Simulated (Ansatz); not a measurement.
Space group P4/mmm (No. 123). a = 5.756 Å, b = 5.756 Å, c = 2.901 Å, α = 90.00°, β = 90.00°, γ = 90.00°
| atom | site | symmetry | x | y | z |
| --- | --- | --- | --- | --- | --- |
| Al | 4j | m.2m | 0.7484 | 0.7484 | 0.0000 |
| Co | 1d | 4/mmm | 0.5000 | 0.5000 | 0.5000 |
| Ni | 1b | 4/mmm | 0.0000 | 0.0000 | 0.5000 |
| Ni | 2e | mmm. | 0.0000 | 0.5000 | 0.5000 |

Equation of state of this Al₄CoNi₃ structure (not necessarily the ground state), with shape and atoms relaxed at each volume where symmetry leaves them free. It has no gap at any of these volumes. All numbers below come from DFT PBE, scalar-relativistic, plane waves, PAW (Ansatz 0.2.0).

Plane waves to 420 eV, a k mesh through Γ of 8×8×14 on the computed 8-atom cell and Gaussian smearing (0.10 eV); collinear spin from starting moments 0.0 0.0 0.0 0.0 0.7 0.0 0.0 0.0 μB.

```tsv
V (Å³/atom)	E − E(largest V) (meV/atom)	P (GPa)
11.296	4.78	11.43
11.656	-13.81	5.26
12.017	-19.57	0.01
12.377	-14.42	-4.46
12.738	0.00	-8.27
```

**Question.** Fit a third-order Birch–Murnaghan equation, E = E0 + (9V0B0/16)·[(x − 1)³B0' + (x − 1)²(6 − 4x)] with x = (V0/V)^(2/3), to E(V).

**Answer.** V0 = 12.02 Å³/atom, B0 = 161 GPa, B0' = 4.4.

The cell was found from a structure generator's guess, not taken from experiment.
